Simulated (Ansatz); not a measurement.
Bi2Te3:
```
CELL_PARAMETERS angstrom
      2.20035     1.27037    10.53274
     -2.20035     1.27037    10.53274
      0.00000    -2.54074    10.53274
ATOMIC_POSITIONS crystal
  Bi 0.39800 0.39800 0.39800
  Bi 0.60200 0.60200 0.60200
  Te 0.00000 0.00000 0.00000
  Te 0.21456 0.21456 0.21456
  Te 0.78544 0.78544 0.78544
```

Relaxed with r²SCAN+D4. Independent-particle spectrum: no excitons, no local fields, no scissors shift; 0.1 eV broadening; ε₁ of the summed bands alone.

Problem. Tabulate the dielectric function from r²SCAN+D4 (plane waves, PAW; program Ansatz).

Solution. 

| E (eV) | ε₁ xx | ε₂ xx | ε₁ zz | ε₂ zz |
|---|---|---|---|---|
| 0.0 | 26.31 | 0.00 | 23.57 | 0.00 |
| 0.3 | 26.90 | 0.00 | 24.02 | 0.00 |
| 0.6 | 28.97 | 0.00 | 25.60 | 0.00 |
| 0.9 | 34.22 | 0.47 | 29.50 | 0.80 |
| 1.2 | 43.66 | 7.45 | 33.24 | 4.68 |
| 1.5 | 48.28 | 24.00 | 38.33 | 10.49 |
| 1.8 | 42.72 | 48.54 | 43.85 | 22.92 |
| 2.1 | 12.25 | 62.05 | 41.55 | 49.21 |
| 2.4 | -14.89 | 46.44 | 4.92 | 62.69 |
| 2.7 | -21.88 | 29.86 | -21.33 | 45.35 |
| 3.0 | -19.07 | 16.21 | -22.03 | 24.32 |
| 3.3 | -14.67 | 9.95 | -18.51 | 14.79 |
| 3.6 | -11.55 | 6.52 | -15.18 | 9.13 |
| 3.9 | -8.44 | 4.32 | -11.79 | 5.53 |
| 4.2 | -6.14 | 3.34 | -8.91 | 3.69 |
| 4.5 | -4.51 | 2.83 | -6.84 | 2.85 |
| 4.8 | -3.33 | 2.65 | -6.01 | 2.05 |
| 5.1 | -2.26 | 2.31 | -4.02 | 0.95 |
| 5.4 | -1.37 | 2.50 | -2.59 | 0.80 |
| 5.7 | -0.79 | 2.72 | -1.42 | 0.82 |
| 6.0 | -0.58 | 2.82 | -0.34 | 0.92 |
| 6.3 | -0.03 | 2.67 | 0.72 | 1.25 |
| 6.6 | 0.92 | 2.98 | 2.00 | 2.20 |
| 6.9 | 1.59 | 3.96 | 1.95 | 4.09 |
| 7.2 | -0.26 | 7.36 | 0.95 | 4.47 |
| 7.5 | -2.00 | 4.85 | 0.79 | 5.26 |
| 7.8 | -1.93 | 4.03 | -0.36 | 5.47 |
| 8.1 | -1.86 | 3.80 | -2.04 | 5.66 |
| 8.4 | -2.37 | 3.27 | -2.88 | 3.96 |
| 8.7 | -2.20 | 2.53 | -2.28 | 2.92 |
| 9.0 | -1.95 | 2.26 | -2.23 | 2.61 |
| 9.3 | -1.75 | 1.95 | -2.02 | 2.21 |
| 9.6 | -1.64 | 1.74 | -1.88 | 1.91 |
| 9.9 | -1.41 | 1.50 | -1.72 | 1.67 |
| 10.2 | -1.24 | 1.44 | -1.51 | 1.43 |
| 10.5 | -1.11 | 1.33 | -1.33 | 1.28 |
| 10.8 | -1.03 | 1.29 | -1.15 | 1.22 |
| 11.1 | -0.99 | 1.20 | -1.07 | 1.15 |
| 11.4 | -0.94 | 1.08 | -0.98 | 1.04 |
| 11.7 | -0.82 | 0.96 | -0.89 | 0.97 |
| 12.0 | -0.74 | 0.90 | -0.80 | 0.88 |

Problem. From ε at 1.0 eV (xx: 37.18 + 1.62i), find n, k, the normal reflectivity and the absorption coefficient.

Solution. n = 6.10, k = 0.133, R = 52 %, α = 2kE/ħc = 13000 cm⁻¹.

With all bands, ε∞ without local fields is 26.4 (xx = yy), 23.7 (zz).

Space group R-3m. The r²SCAN+D4 relaxation kept the symmetry of its start. Spin–orbit coupling is left out wherever it is not named.

Potentials: the later of the program's two PAW sets.
